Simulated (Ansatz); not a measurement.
MgH2 (rutile, P4_2/mnm), r²SCAN in the plane-wave PAW code Ansatz. The conduction-band minimum lies on the A–Z line, 21 % of the way from A, with 4 equivalent valleys. Second derivatives d²E/dk² of the lowest band at one valley (eV·Å²), along Cartesian directions:

| direction | d²E/dk² |
|---|---|
| [100] | 15.27 |
| [010] | 15.27 |
| [001] | 15.57 |
| [110] | 11.99 |
| [101] | 15.42 |
| [011] | 15.42 |

**Question.** Find the principal effective masses, the density-of-states mass and the conductivity mass.

**Answer.** Off-diagonal terms follow from H_xy = H[110] − (H_xx + H_yy)/2, and m*/mₑ = 7.620 eV·Å² over each eigenvalue: 0.41, 0.49, 0.64. One valley's DOS mass (m₁m₂m₃)^(1/3) = 0.50, conductivity mass 3/(Σ 1/mᵢ) = 0.50 mₑ.

**Question.** What effective density of states Nc follows at 300 K for parabolic valleys?

**Answer.** Nc = 2.509e19 × 4 × (0.50)^(3/2) ≈ 3.5e19 cm⁻³.

**Question.** With the computed static dielectric constant 9.30 (mean of the diagonal), estimate a hydrogenic donor's binding energy and radius.

**Answer.** E = 13.606 eV × 0.50/9.30² ≈ 79 meV; a = 0.529 Å × ε/m* ≈ 9.8 Å. Semilocal masses tend to be too small where the gap is.

The cell was relaxed with r²SCAN under the symmetry of its start; phonons on a q-mesh show no instability.

Potentials: the later of the program's two PAW sets.
